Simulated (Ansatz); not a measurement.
**Elastic constants of TlSn at 5 GPa (stress–strain coefficients): input and output**

These are results of Ansatz, DFT LDA, scalar-relativistic, plane waves, PAW, not measurements.

Launched with:
```bash
ansatz run input.yaml --threads 1 --pin off --max-ram 3072MiB --backend cpu --events-out ev --progress --plain --runs-dir out
```

Input (bare energies are in eV):
```yaml
crystal:
  lattice:
    - [3.1858562269, 0.0, 0.0]
    - [0.0, 3.1858562269, 0.0]
    - [0.0, 0.0, 4.8456459444]
  atoms:
    - { symbol: Tl, position: [0.0, 0.0, 0.0] }
    - { symbol: Sn, position: [0.5, 0.5, 0.5] }
basis:
  ecutwfc: 420
kpoints:
  mp_grid: { grid: [14, 14, 10] }
hamiltonian:
  xc: lda
scf:
  occupations: { method: fermi_dirac, width: 0.15 }
output:
  forces: true
  stress: true
  eigenvalues: true
elastic:
  mode: relaxed_ion
  amplitude: 0.005
```

From the output:
```
--- Elastic constants: 4 strain directions × 4 members + reference (group order 16) ---
  dense FFT box of the reference and of every strained cell: 24×24×36
  strains applied: 11, 33, 23, 12; error gains: componentwise 1.00 (the most a stress slope's error grows in a printed constant), spectral 1.41 (1 for all six strains in a standard setting)
  C = ∂σ_k/∂η_j (tension-positive GPa; Voigt order 11 22 33 23 13 12):
        99.097     54.345     70.407      0.000      0.000     -0.000
        54.345     99.097     70.407      0.000      0.000     -0.000
        70.413     70.413     78.363      0.000      0.000     -0.000
         0.000      0.000      0.000     15.408      0.000      0.000
         0.000      0.000      0.000      0.000     15.408      0.000
         0.000      0.000      0.000      0.000      0.000     -5.593
  reference stress σ⁰ (GPa):     -4.995     -4.995     -5.008     -0.000     -0.000     -0.000
  C* (energy form; C + prestress term) asymmetry max|C*_kj − C*_jk| = 6.579e-3 GPa — a small one proves nothing (zero by symmetry where the batch's group is 432, −43m or m−3m); a large one is finite-difference/SCF noise where every solve ...
  moduli (Voigt/Reuss/Hill, GPa): K = 74.10/73.93/74.01   G = 10.47/24.21/17.34   E = 48.25   ν = 0.391
  mechanically stable: NO (min eigenvalue of sym C = -5.59 GPa)
  strain η (Voigt 11):  stress-route row diagonal C_11 = 99.10 GPa, energy-path curvature d²(F+E_count+ΔE)/dδ²/Ω₀ = 99.09 GPa
    cells at ±δ against ±2δ: C11 99.22 and 99.58 GPa, apart by 0.37 % of the column's largest entry
         δ    σ_11 (GPa) F (eV) n_scf n_hpsi n_pw
    -1.000e-2      -6.0366      -17026.0150505       9  156349    976   relax 0 steps, max|allowed force component| 1.58e-30 eV/Å
    -5.000e-3      -5.5023      -17026.0239020       4  105974    980   relax 0 steps, max|allowed force component| 9.82e-29 eV/Å
     5.000e-3      -4.5101      -17026.0392502       4  107640    984   relax 0 steps, max|allowed force component| 3.94e-31 eV/Å
     1.000e-2      -4.0450      -17026.0458135       7  124357    987   relax 0 steps, max|allowed force component| 3.55e-30 eV/Å
  strain η (Voigt 33):  stress-route row diagonal C_33 = 78.36 GPa, energy-path curvature d²(F+E_count+ΔE)/dδ²/Ω₀ = 78.38 GPa
    cells at ±δ against ±2δ: C13 70.43 and 70.49 GPa, apart by 0.08 % of the column's largest entry
         δ    σ_33 (GPa) F (eV) n_scf n_hpsi n_pw
    -1.000e-2      -5.8254      -17026.0153477       9   89876    976   relax 0 steps, max|allowed force component| 2.96e-30 eV/Å
    -5.000e-3      -5.4081      -17026.0239665       5   62227    980   relax 0 steps, max|allowed force component| 7.19e-29 eV/Å
     5.000e-3      -4.6247      -17026.0393500       5   62328    984   relax 0 steps, max|allowed force component| 6.90e-30 eV/Å
     1.000e-2      -4.2595      -17026.0461665       7   71995    988   relax 0 steps, max|allowed force component| 2.56e-30 eV/Å
  strain η (Voigt 23):  stress-route row diagonal C_44 = 15.41 GPa, energy-path curvature d²(F+E_count+ΔE)/dδ²/Ω₀ = 17.91 GPa
    cells at ±δ against ±2δ: C44 15.43 and 15.49 GPa, apart by 0.38 % of the column's largest entry
         δ    σ_23 (GPa) F (eV) n_scf n_hpsi n_pw
    -1.000e-2      -0.1549      -17026.0316826       8  227441    980   relax 0 steps, max|allowed force component| 0.00e0 eV/Å
    -5.000e-3      -0.0771      -17026.0318884       4  156118    980   relax 0 steps, max|allowed force component| 1.05e-28 eV/Å
     5.000e-3       0.0771      -17026.0318884       4  150790    980   relax 0 steps, max|allowed force component| 5.36e-29 eV/Å
     1.000e-2       0.1549      -17026.0316826       7  189204    980   relax 0 steps, max|allowed force component| 0.00e0 eV/Å
  strain η (Voigt 12):  stress-route row diagonal C_66 = -5.59 GPa, energy-path curvature d²(F+E_count+ΔE)/dδ²/Ω₀ = -3.09 GPa
    cells at ±δ against ±2δ: C66 -5.57 and -5.50 GPa, apart by 1.28 % of the column's largest entry
         δ    σ_12 (GPa) F (eV) n_scf n_hpsi n_pw
    -1.000e-2       0.0550      -17026.0320025       7  115310    980   relax 0 steps, max|allowed force component| 2.96e-30 eV/Å
    -5.000e-3       0.0278      -17026.0319682       4   91849    980   relax 0 steps, max|allowed force component| 1.34e-29 eV/Å
     5.000e-3      -0.0278      -17026.0319682       4   89505    980   relax 0 steps, max|allowed force component| 6.30e-29 eV/Å
     1.000e-2      -0.0550      -17026.0320025       7  110372    980   relax 0 steps, max|allowed force component| 1.34e-29 eV/Å
```

The run took 4.9 min on 1 thread of Arm Neoverse V1, on a shared host, peak memory 0.72 GiB.

In a metal, frequencies and elastic constants depend on the k mesh and the smearing, soft modes and shear constants most. Spin–orbit coupling is left out, which can shift energies with elements as heavy as these. Other phases may be more stable at this pressure.

As the tensor has a negative eigenvalue, the Reuss and Hill moduli of a polycrystal, and E and ν formed from them, have no physical meaning here.

The least eigenvalue is -5.6 GPa; in a metal on this mesh the verdict on stability isn't firm within about 20 GPa or a tenth of the bulk modulus.